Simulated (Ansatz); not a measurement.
## Slab of fcc Ca (110), 3 layers

The slab is cut from the fcc crystal, the stable phase, as relaxed on PAW files (42.17 Å³/atom), with 20 Å of vacuum and a dipole correction:

```
CELL_PARAMETERS angstrom
3.90706 0.00000 0.00000
0.00000 5.52541 0.00000
0.00000 0.00000 23.90710
ATOMIC_POSITIONS crystal
Ca 0.00000 0.00000 0.41829
Ca 0.50000 0.50000 0.50000
Ca 0.00000 0.00000 0.58171
```

Level of theory: DFT with PBE, scalar-relativistic, in Ansatz 0.2.0; a Γ-centred 11×8×1 k mesh, Fermi–Dirac smearing of 0.05 eV, no spin polarisation. LAPW: all electrons, basis error target 1 meV/atom; PAW: frozen-core files, cutoff 420 eV.

The bulk energy comes from a cell in the slab's orientation on a 11×8×11 mesh. The surface energy is (E(slab) − N·E(bulk))/2A at zero smearing, the mean of both faces; thin slabs carry quantum-size effects.

The cell is 1×1, so reconstructions are forbidden, and in slabs of four or five layers the relaxations can be far larger than at a real surface.

**Question.** As cut, the LAPW slab lies 1.471 eV above 3 atoms of bulk. What surface energy is that?

**Answer.** Over two faces of 21.59 Å² it is 34.1 meV/Å², and times 16.02 J/m² per eV/Å² that gives γ = 0.546 J/m².

**Question.** What do relaxation and the other method give, and what work function comes out?

**Answer.** 

```
method  γ as cut (J/m²)  γ relaxed (J/m²)  Φ as cut (eV)  Φ relaxed (eV)
  LAPW            0.546             0.539           2.81            2.78
   PAW            0.545             0.539           2.81            2.78
```

**Question.** How do the spacings between the planes relax?

**Answer.** From the bottom face up: d12 -5.1 % of 1.954 Å, d23 -5.1 % of 1.954 Å.

**Question.** A field of 0.5 V/Å is applied along the normal, atoms held. What follows?

**Answer.** LAPW finds an induced dipole of 0.5170 e·Å a cell (PAW 0.5169), that is 8.67 Å for 4πα over the area, against 3.71 Å between the outer atoms.

**Question.** A 2p core hole is made on one atom of each kind in every 1×1 cell (PAW hole dataset, neutral cell, valence without spin). What does it cost by layer?

**Answer.** layer 1 345.85 eV, layer 2 345.43 eV. Shifts between layers mean more than the absolute values, and a whole layer of holes screens otherwise than one hole.
